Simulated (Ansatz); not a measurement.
Question: Name crystals whose computed values (the program Ansatz at the PBEsol level (PAW)) fall in these windows: G_Hill (GPa) 72 to 89; B₀ by P(V) fit (GPa) 140 to 170; highest Γ mode, no LO–TO term (cm⁻¹) 580 to 820.

Answer: 

```
crystal                                              G_Hill (GPa)  B₀ by P(V) fit (GPa)  highest Γ mode, no LO–TO term (cm⁻¹)
---------------------------------------------------  ------------  --------------------  ------------------------------------
Ti2C, Fd-3m (Ti on 32e, C on 16d)                            82.0                   149                                   725
CaTiO3, R3c (Ca on 6a, Ti on 6a, O on 18b)                   75.7                   142                                   815
MgAlNO, P3m1 (Al on 1b, Mg on 1c, O on 1b, N on 1c)          73.3                   154                                   642
```
Others may fit too.

Typed or built starts, not in the databases checked: CaTiO3, R3c (Ca on 6a, Ti on 6a, O on 18b); MgAlNO, P3m1 (Al on 1b, Mg on 1c, O on 1b, N on 1c). Standing as an ambient phase not checked: Ti2C, Fd-3m (Ti on 32e, C on 16d). Began spin-polarised and lost the moments: CaTiO3, R3c (Ca on 6a, Ti on 6a, O on 18b). All cells were relaxed under the symmetry of their starts (and spin orders); stability against distortions was not tested throughout. Named crystals with no word on spin ran without spin polarisation.

Potentials: the earlier of the program's two PAW sets. The files were generated under PBE; for other functionals the program regenerates the frozen cores, and for LDA and PBEsol the local potential too.
